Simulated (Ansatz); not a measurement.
Ta (diamond, Fd-3m) under volume change, plane-wave PAW PBE (Ansatz code), scaled uniformly.

| V (Å³/atom) | E − E(relaxed) (meV/atom) | P (GPa) |
|---|---|---|
| 25.847 | [?] | [?] |
| 26.699 | 24.3 | 4.78 |
| 27.551 | [?] | [?] |
| 28.403 | 0.0 | 0.00 |
| 29.255 | 5.4 | -1.99 |
| 30.107 | 20.7 | -3.74 |
| 30.960 | 44.8 | -5.28 |

Problem. Some entries are withheld; supply them.

Solution. 
- 27.551, E − E(relaxed) (meV/atom): 5.8
- 27.551, P (GPa): 2.24
- 25.847, E − E(relaxed) (meV/atom): 57.3
- 25.847, P (GPa): 7.69

Problem. What does a third-order Birch–Murnaghan fit give for V₀, B₀ and B′?

Solution. V₀ = 28.40 Å³/atom, B₀ = 70.3 GPa, B′ = 3.2.

The start of the workflow was typed in or built on a structure type; neither database checked (COD, Materials Project) lists it. It is not the phase usual at ambient conditions (space group No. 229). Symmetry was held in the PBE relaxation; its stability against distortions is not shown here. The run is not spin-polarised. Spin–orbit coupling is left out wherever it is not named.

Potentials: the earlier of the program's two PAW sets.
